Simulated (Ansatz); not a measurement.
**Which element?**

Cell vectors (Å):

```
 2.1469  1.2395  3.6537
-2.1469  1.2395  3.6537
 0.0000 -2.4791  3.6537
```

```csv
atom,a,b,c
X,0.2359,0.2359,0.2359
X,0.7641,0.7641,0.7641
```

Theory: LDA, all-electron LAPW in Ansatz 0.2.0, scalar-relativistic. k mesh 12×12×12, fine mesh 16×16×16, Fermi-Dirac smearing of 0.050 eV, lines of 0.15 eV, Drude damping 0.1 eV.

Independent-particle optical response of a crystal from Kohn-Sham bands on the fine mesh with a Drude term, no local fields or excitons; Cartesian axes as in the cell vectors.

- Fine mesh: 16, 16, 16
- Line width: 0.15 eV
- Drude damping: 0.1 eV
- Further gaussian width: 0.3 eV

```csv
photon energy (eV),dielectric imag xx
1.2,103.9
2.4,15.7
3.6,3.55
4.8,5.04
6,4.24
7.2,3.1
8.4,1.58
9.6,0.98
10.8,0.68
12,0.53
13.2,0.38
14.4,0.29
15.6,0.24
16.8,0.13
18,0.12
19.2,0.09
20.4,0.07
21.6,0.07
22.8,0.06
24,0.05
25.2,0.05
26.4,0.04
27.6,0.04
28.8,0.04
30,0.21
```

Problem. All X atoms are one element. Which one was computed?

Solution. Sb; the crystal is Sb (R-3m).

Keep in mind: these sums move with the mesh, by several per cent and more for small sheets; Fermi surface not resolved by the mesh; spectra summed at the mesh points alone.
